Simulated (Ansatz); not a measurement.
AlN:
```
AlN
1.0
    0.00000     2.18490     2.18490
    2.18490     0.00000     2.18490
    2.18490     2.18490     0.00000
Al N
1 1
Direct
  0.00000   0.00000   0.00000
  0.25000   0.25000   0.25000
```

Relaxed with r²SCAN.

Give the Bader charges and basin volumes of the independent atoms, the program Ansatz at the r²SCAN level (PAW).



| atom | Bader charge (e) | Bader volume (Å³) |
|---|---|---|
| Al1 | +2.48 | 3.8 |
| N2 | -2.48 | 17.1 |

Space group F-43m (zinc blende). Symmetry was held in the r²SCAN relaxation.

Potentials: the later of the program's two PAW sets.
